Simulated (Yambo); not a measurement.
G0W0@PBEsol for WO$_{3}$ (space group Cmcm, No. 63) in Yambo. Reference settings: 4×4×2 Γ-centred k mesh, bands 3 to 178 and a 7 Ry block in the screening, 178 bands in G with the Bruneval-Gonze terminator, plasmon pole fitted at 27.2 eV. The PBEsol gap (-0.5, -0.5, 0) → Γ on this mesh is 0.69 eV; G0W0 gaps are taken between the same points.

With and without the terminator, as bands are cut:

```json
[
 {"bands in G (in W)": "75 (178)", "gap, terminator (eV)": "1.646", "gap, none (eV)": "1.779", "valence shift, terminator (eV)": "-0.044", "valence shift, none (eV)": "0.540"},
 {"bands in G (in W)": "119 (178)", "gap, terminator (eV)": "1.625", "gap, none (eV)": "1.693", "valence shift, terminator (eV)": "-0.062", "valence shift, none (eV)": "0.290"},
 {"bands in G (in W)": "178 (178)", "gap, terminator (eV)": "1.611", "gap, none (eV)": "1.632", "valence shift, terminator (eV)": "-0.067", "valence shift, none (eV)": "0.141"}
]
```

Over this range the gap spans 0.035 eV with the terminator and 0.147 eV without, the valence shift 0.023 eV and 0.399 eV. Neither column has reached its limit for certain.

Spin-orbit coupling is not included.

Geometry of the Materials Project entry, not relaxed at this level; primitive cell a = b = 3.8748 Å, c = 7.6976 Å, α = β = 90.00°, γ = 90.03°.

The structure is a Materials Project entry; no match was found in the copy of COD used, and its stability was not checked.

A shift is the quasiparticle energy of the state minus its PBEsol energy.
